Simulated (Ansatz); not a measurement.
## Structures of Na$_{2}$C: which is lowest?

Plane-wave DFT in Ansatz with scalar-relativistic PAW potentials, cutoff 420 eV, Γ-centred meshes chosen by cell and gap, Gaussian smearing with energies taken to zero width. Every cell was relaxed (cell and atoms) in a run of its own, within the symmetry of its start. Functional: PBE.

Relaxed structures (starts from databases or built by putting these elements on another compound's sites):
A. I4/mmm, 3 atoms in the computed cell, a = 3.123 Å, c = 12.101 Å; sites (symmetry × multiplicity) Na 4mm × 4, C 4/mmm × 2; start: built
B. P6/mmm, 3 atoms in the computed cell, a = 4.349 Å, c = 2.745 Å; sites (symmetry × multiplicity) Na -6m2 × 2, C 6/mmm × 1; start: built

Question: Rank them by energy. Could pressure change the order?

Answer:
| structure | group | E − E(lowest) (meV/atom) | V (Å³/atom) | gap on mesh (eV) |
| --- | --- | --- | --- | --- |
| A | I4/mmm | 0.0 | 19.67 | 0.00 |
| B | P6/mmm | 120 | 14.99 | 0.00 |

A is lowest, 120 meV/atom under B. B is denser by 4.68 Å³/atom, so pressure favours it: ΔE/ΔV, with ΔE in eV and 1 eV/Å³ = 160.2 GPa, gives about 4.1 GPa for equal enthalpy if both cells were rigid, a rough figure since the two compress differently. Other structures may lie lower than all of these, and vibrations aren't counted.